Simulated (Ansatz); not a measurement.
## Data sheet: Rb$_{3}$LiPb$_{4}$ (DFT)

Rb3LiPb4:
```xyz
16
Lattice="3.6385 -8.2042 0.0000 3.6385 8.2042 0.0000 0.0000 0.0000 10.6447" Properties=species:S:1:pos:R:3 pbc="T T T"
Rb     3.6385     4.5638     2.6612
Rb     3.6385    -4.5638     7.9835
Rb     3.6385    -1.8552     0.4467
Rb     3.6385     1.8552    10.1980
Rb     3.6385     1.8552     5.7690
Rb     3.6385    -1.8552     4.8757
Li     0.0000     0.0000     0.0000
Li     0.0000     0.0000     5.3224
Pb     1.5791     0.5496     2.6612
Pb     5.6979    -0.5496     7.9835
Pb     1.5791    -0.5496     7.9835
Pb     5.6979     0.5496     2.6612
Pb     3.6385    -5.4579     1.1364
Pb     3.6385     5.4579     9.5083
Pb     3.6385     5.4579     6.4588
Pb     3.6385    -5.4579     4.1859
```

Space group Cmcm (No. 63); conventional cell a = 7.277 Å, b = 16.408 Å, c = 10.645 Å, α = β = γ = 90.00°.

Method: DFT-r²SCAN in the program Ansatz with PAW potentials. Geometry: relaxed at this level of theory. Other levels are named where they apply.

Cell and energy:

- Volume per atom = 39.72 Å³
- Density = 5.71 g/cm³
- Formation energy from the elements (no fitted shifts) = -0.37 eV/atom

Electronic structure:

- Band gap: 0.57 eV (indirect)
- Valence-band maximum: at S (k = 0.000, 0.500, 0.000 in fractions of the reciprocal vectors)
- Conduction-band minimum: on the T–Y line, 35 % of the way from T (k = -0.500, -0.500, 0.323 in fractions of the reciprocal vectors) (2 equivalent valleys)
- Smallest direct gap on the standard path: 0.82 eV
- Electron effective mass: 0.24, 0.25, 0.42 mₑ (principal values)
- Hole effective mass: 0.11, 0.46, 4.8 mₑ (principal values)

Mechanics:

* **Bulk modulus (Birch–Murnaghan fit)**: 13.7 GPa
* **Pressure derivative B′**: 5.5

Charges:

* **Bader charges**: Rb +0.72 to +0.75, Li +0.86, Pb -0.79 to -0.74 e

The workflow started from a Materials Project entry (that database holds measured and hypothetical structures alike); the Crystallography Open Database copy checked does not list it. Whether it is the stable phase at ambient conditions was not checked. Symmetry was held in the r²SCAN relaxation; whether a distortion lowers the energy is not shown. The references are the lowest solids computed at this level, not always the standard phases. Scalar-relativistic: spin–orbit coupling is off unless named, which matters more the heavier the elements.

Potentials: the later of the program's two PAW sets.
